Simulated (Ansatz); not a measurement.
## Relaxing bismuth (omega (AlB2-type))

These are results of DFT, r2SCAN, plane waves (500 eV) with PAW, scalar-relativistic in Ansatz, not measurements. The PAW files were generated under PBE, with cores re-solved for the functional.

k-point mesh 7×7×9, Fermi-Dirac smearing 0.1 eV, no spin polarisation. Cell and atoms relax.

Starting structure:

```yaml
crystal:
  lattice:
    - [5.6460260353, 0.0, 0.0]
    - [-2.8230130177, 4.889601977, 0.0]
    - [0.0, 0.0, 3.4610139597]
  atoms:
    - { symbol: Bi, position: [0.0, 0.0, 0.0] }
    - { symbol: Bi, position: [0.3333333333, 0.6666666667, 0.5] }
    - { symbol: Bi, position: [0.6666666667, 0.3333333333, 0.5] }
hamiltonian:
  xc: r2scan
  pseudopotentials:
    kind: paw
    azcp:
      Bi: "pseudopotentials/Bi.paw.azcp"
basis:
  ecutwfc: 500
  fft_grid_basis: typed
kpoints:
  mp_grid: { grid: [7, 7, 9], shift: [0, 0, 0] }
magnetization:
  spin_polarized: false
scf:
  occupations: { method: fermi_dirac, width: 0.1 }
relax:
  max_steps: 60
  f_tol: 0.01
  cell: {}
output:
  write_density: true
  write_potential: true
  elf: true
  volumetric_format: npy
```

The pressure at the start is -0.6 GPa. By how much does the volume change?

From 31.85 to 31.53 Å³ per atom, -1.0 %. The final cell has a = 5.707 Å, c = 3.354 Å (c/a = 0.588).

How much energy does the relaxation gain?

7.6 meV per atom.
